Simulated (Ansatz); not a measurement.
# 69Ga NMR of the central transition in Ga2C3N6

Cell: a computed structure from the Materials Project (it need not be an observed phase).

Space group R-3c:H (No. 167); a = 5.6870, c = 28.0080 Å, γ = 120.00°.

| site | Wyckoff | site symmetry | x | y | z |
| --- | --- | --- | --- | --- | --- |
| Ga | 12c | 3. | 0.0000 | 0.0000 | 0.1637 |
| C | 18e | .2 | 0.6667 | 0.0245 | 0.0833 |
| N | 36f | 1 | 0.7247 | 0.0597 | 0.1260 |

One atom of each set is listed; the run and its k-mesh use a cell of 22 atoms with edges of 9.90, 9.90, 9.90 Å.

All values are calculated (Ansatz; DFT, PBE, plane waves and PAW, scalar-relativistic, 420 eV cutoff, Γ-centred 6×6×6 k-points, Fermi–Dirac smearing 0.02 eV), not measured.

69Ga has I = 3/2 and Q = 171.0 mb (Pyykkö 2018); at 9.4 T its Larmor frequency is ν₀ = 96.3 MHz. Only the quadrupole interaction is simulated: positions count from each site's isotropic chemical shift, and J coupling is left out, as are shift anisotropy and dipolar coupling, which fast spinning averages.

(1) What does the 69Ga spectrum (fast magic-angle spinning) show for each site?

Answers

(1) 

```csv
site,first shell,C_Q (MHz),η,P_Q (MHz),δ_QIS (ppm),breadth (kHz)
Ga,6 N at 2.05–2.13 Å,1.45,0.00,1.45,-5.68,1.17
```

δ_QIS = −(ν_Q²/30ν₀²)[I(I+1) − 3/4](1 + η²/3) × 10⁶ ppm with ν_Q = 3|C_Q|/[2I(2I−1)]; it falls as 1/B₀² in ppm, and the breadth as 1/B₀ in kHz.

An axis of threefold or higher order runs through Ga, so V_zz lies along it and η is zero.
